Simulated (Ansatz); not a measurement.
input.yaml (Ansatz)

```yaml
crystal:
  lattice:
    - [2.3999363246, 0.0, 0.0]
    - [-1.1999681623, 2.0784058246, 0.0]
    - [0.0, 0.0, 4.2944528452]
  atoms:
    - { symbol: Cr, position: [0.3333333333, 0.6666666667, 0.25], spin: 1.5 }
    - { symbol: Cr, position: [0.6666666667, 0.3333333333, 0.75], spin: 1.5 }
hamiltonian:
  xc: lda
  pseudopotentials:
    kind: paw
    azcp:
      Cr: "pseudopotentials/Cr.paw.azcp"
basis:
  ecutwfc: 420
  fft_grid_basis: typed
kpoints:
  mp_grid: { grid: [17, 17, 8], shift: [0, 0, 0] }
magnetization:
  spin_polarized: true
scf:
  occupations: { method: fermi_dirac, width: 0.05 }
  lower_state_search: "off"
output:
  stress: true
```

Output

```
Warning: the record states the generating functional pbe (its physics header spells it `PBE`), which answers neither for hamiltonian.xc's functional nor for the lda family's — results may be inconsistent (PPs are generated against a specific XC)
Engine: ansatz 0.2.0, aarch64-unknown-linux-gnu
Pseudopotentials: kind: paw
Pseudopotential: Cr, paw, valence charge 14, recommended cutoff 420 eV (normal) 
Functional definition: SPW92
  exchange = slater_x
  correlation = pw_c
Crystal: 2 atoms, lattice volume = 21.421 Å³
Basis set: ecut = 420 eV, 393 PW (Γ)
Bands: 20, of which v1, the nominal top of the filled ones, is band 14 counted from 1 (13 counted from 0)
Symmetry: 24 space group operations
Space group: P63/mmc (ITA 194), of the structure as read, at distance tolerance 2.8e-5 Å
Magnetic group: BNS 194.263 (UNI 1493), of the structure as read, at distance tolerance 2.8e-5 Å
k-points: 165 of 2312
Non-local potential: Cr, projectors of the file, l = 0: 3, l = 1: 2, l = 2: 3, l = 3: 1
PAW form: soft (Blöchl's): semilocal exchange-correlation on the pseudo side does not see the compensation charge
PAW frozen core: Cr, regenerated for the run's functional, and the local potential with it (the file was generated under x = pbe(κ = 0.804, μ = 0.2195149727645171), c = pbe(β = 0.06672455060314922))
PAW one-centre angular grid: Cr, 590 points (default); XC on 64 Gauss nodes
Initial density: superposition of atomic densities (chi_scale 0.1, normalization cell)
Starting moments: Σ|m| = 3 μB on 2 of 2 sites
Initial wavefunctions: pseudopotential atomic-orbital guess
Functional: x = slater, c = lda
SCF iter   1: F=—  HF=-6647.762155 eV  |F-HF|=—  |Δ(HF+E_count)|=         —  Δρ=2.20e-1 (↑2.20e-1 ↓5.82e-2)  dr2=9.83e0  dr2_m=2.21e0  M=1.161 μB ∫|m|=1.161 μB  β_m=0.30  ethr=3.10e-3  ⟨swp⟩=3.4  Hψ=23478  notcnv=0
SCF iter   2: F=—  HF=-6645.819773 eV  |F-HF|=—  |Δ(HF+E_count)|=    1.94e0  Δρ=1.31e-1 (↑1.31e-1 ↓4.37e-2)  dr2=2.83e0  dr2_m=1.09e0  M=1.119 μB ∫|m|=1.119 μB  β_m=0.30  ethr=3.10e-3  ⟨swp⟩=2.1  Hψ=14565  notcnv=0  defer=204
SCF iter   3: F=—  HF=-6645.110092 eV  |F-HF|=—  |Δ(HF+E_count)|=   7.10e-1  Δρ=5.66e-2 (↑4.81e-2 ↓5.66e-2)  dr2=6.63e-2  dr2_m=4.93e-1  M=1.123 μB ∫|m|=1.123 μB  β_m=0.30  ethr=3.10e-3  ⟨swp⟩=2.5  Hψ=12693  notcnv=0  defer=204
SCF iter   4: F=—  HF=-6645.112632 eV  |F-HF|=—  |Δ(HF+E_count)|=   2.54e-3  Δρ=4.74e-2 (↑4.74e-2 ↓3.99e-2)  dr2=1.32e-2  dr2_m=3.72e-1  M=0.955 μB ∫|m|=0.955 μB  β_m=0.30  ethr=2.37e-4  ⟨swp⟩=2.8  Hψ=15863  notcnv=0  defer=147
SCF iter   5: F=—  HF=-6645.151045 eV  |F-HF|=—  |Δ(HF+E_count)|=   3.84e-2  Δρ=3.70e-2 (↑3.53e-2 ↓3.70e-2)  dr2=5.89e-4  dr2_m=2.57e-1  M=0.840 μB ∫|m|=0.840 μB  β_m=0.30  ethr=4.71e-5  ⟨swp⟩=2.2  Hψ=11967  notcnv=0  defer=147
SCF iter   6: F=—  HF=-6645.183457 eV  |F-HF|=—  |Δ(HF+E_count)|=   3.24e-2  Δρ=3.12e-2 (↑3.03e-2 ↓3.12e-2)  dr2=1.93e-4  dr2_m=1.86e-1  M=0.730 μB ∫|m|=0.730 μB  β_m=0.30  ethr=2.10e-6  ⟨swp⟩=2.0  Hψ=12874  notcnv=0  defer=147
SCF iter   7: F=—  HF=-6645.205403 eV  |F-HF|=—  |Δ(HF+E_count)|=   2.19e-2  Δρ=2.64e-2 (↑2.59e-2 ↓2.64e-2)  dr2=5.20e-5  dr2_m=1.34e-1  M=0.637 μB ∫|m|=0.637 μB  β_m=0.30  ethr=6.89e-7  ⟨swp⟩=2.2  Hψ=12903  notcnv=0  defer=147
...
SCF iter  14: F=—  HF=-6645.263501 eV  |F-HF|=—  |Δ(HF+E_count)|=   3.05e-5  Δρ=2.15e-4 (↑6.09e-5 ↓2.15e-4)  dr2=9.38e-6  dr2_m=1.83e-6  M=-0.002 μB ∫|m|=0.002 μB  β_m=0.76  ethr=1.03e-7  ⟨swp⟩=2.0  Hψ=10472  notcnv=0  defer=144
SCF iter  15: F=—  HF=-6645.263498 eV  |F-HF|=—  |Δ(HF+E_count)|=   2.19e-6  Δρ=5.19e-5 (↑1.79e-5 ↓5.19e-5)  dr2=6.25e-7  dr2_m=9.15e-8  M=-0.000 μB ∫|m|=0.000 μB  β_m=0.88  ethr=3.35e-8  ⟨swp⟩=2.3  Hψ=8862  notcnv=0  defer=144
iter 16 did not close the SCF: its close was put off for a magnetic moment that had not settled (scf_convergence_deferred on its scf_iter line)
SCF iter  16: F=-6645.263498 eV  HF=-6645.263498 eV  |F-HF|=1.07e-8  |Δ(HF+E_count)|=   1.58e-7  Δρ=6.29e-6 (↑2.80e-6 ↓6.29e-6)  dr2=1.05e-8  dr2_m=1.07e-9  M=-0.000 μB ∫|m|=0.000 μB  β_m=0.84  ethr=3.57e-10  ⟨swp⟩=3.6  Hψ=24907  notcnv=0
SCF iter  17: F=-6645.263498 eV  HF=-6645.263498 eV  |F-HF|=5.28e-11  |Δ(HF+E_count)|=   3.16e-9  Δρ=5.65e-7 (↑5.65e-7 ↓4.88e-7)  dr2=7.68e-11  dr2_m=2.40e-11  M=0.000 μB ∫|m|=0.000 μB  ethr=3.75e-11  ⟨swp⟩=1.0  Hψ=18620  notcnv=0
WARN: the starting moments were not kept: the SCF closed with an absolute magnetisation of 6.4e-6 μB, where they sum to 3 μB in size (2 sites). That is at most 0.1 of that sum. Measured as dr2_m measures the in/out step, that magnetisation stands 1.4e-11 eV from none, at or under the dr2_threshold of 1.0e-7 eV: it is no larger than a step whose dr2_m would equal this threshold. The system may hold no moment; this SCF shows only that its start led to no more than that. To try another start: raise the starting moments (crystal.atoms[].spin, magnetization.per_species, magnetization.initial_magnetization, or on a non-collinear deck that types none of these the spinor_matrix: blocks that start its atoms; where the total moment is fixed, keep their sum and leave initial_magnetization as it is; typed ones take the place of any that the run laid by itself, positive ones on a crystal's lanthanoids without a Hubbard term where scf.initial_density.shell_occupations: [] is typed) or, if the notice of its spin-set hold's release reads "site moments contracting" or "site moments show no strong build", lengthen the hold (scf.mixing.spin_hold: { on: { confirm: 4 } }; for m-r²SCAN on two components see the key's manual first). Each may lead to a state that holds a moment. A second SCF, from the converged charge density, with the starting moments and any scf.initial_density.shell_occupations laid on it anew, would have followed, and was not run: the deck does not ask for one (magnetization.retry_lost_moments is false, the default). To let it run, set magnetization.retry_lost_moments: true and run the deck again, where that key's refused combinations let it; where memory then withholds it, that run's warning says so.
SCF 1 converged in 17 iterations: F = -6645.263498 eV  dr2 = 7.68e-11
SCF converged after 17 iterations
Magnetization: 0.0000 μB (14.0000 up, 14.0000 down)
Absolute magnetization: 0.0000 μB (∫|ρ↑−ρ↓|, with the PAW one-centre terms)
Spin contamination: 0.0000 ħ² per cell (⟨S²⟩ above its minimum at these occupations)
Per-site moments (μB) at R_I (Å): [(2.389953296939626e-6, 0.9899737339049647), (2.3899532967846278e-6, 0.9899737339049647)]
Free energy (F): -6645.263498 eV
Harris-Foulkes:  -6645.263498 eV  (|F-HF|=5.28e-11)
Internal energy: -6645.238279 eV  (E = F + TS)
E sigma→0 (E₀):  -6645.250889 eV
Entropy (-TS):   -0.025219 eV (-12.610 meV/atom)
Fermi energy:    20.644750 eV
--- Per-component energies (eV) ---
  E_band       = -241.208864
  E_kinetic    = 693.918432
  E_local      = -2243.104879  (includes V_loc(G=0)·N_el)
  E_nonlocal   = 169.794329
  E_hartree    = 991.025218
  E_xc         = -280.085915
  E_vxc        = -359.346305  (∫ρ·V_xc dr)
  E_paw        = -2284.235694  (= ΣΔE_a)
  E_vpaw       = -484.521938  (= ΣTr[D̂ρ^β])
  E_aug_tail   = 0.000710  (compensation charges beyond the density's cutoff)
  E_ewald      = -3693.280730
  E_core_change = 0.730249  (= ΣΔE_core)
  E_smearing   = -0.025219  (= −TS)
  E_closure    = 0.000000  (closes the sum)
  Σ components = -6645.263498   (vs F -6645.263498, Δ=0.00e0)
--- Stress (GPa, compression-positive) ---
       12.699219      -0.000000       0.000000
       -0.000000      12.699219      -0.000000
        0.000000      -0.000000      11.491289
  P = ⅓ Tr σ = 12.2966 GPa (122.966 kbar)
```
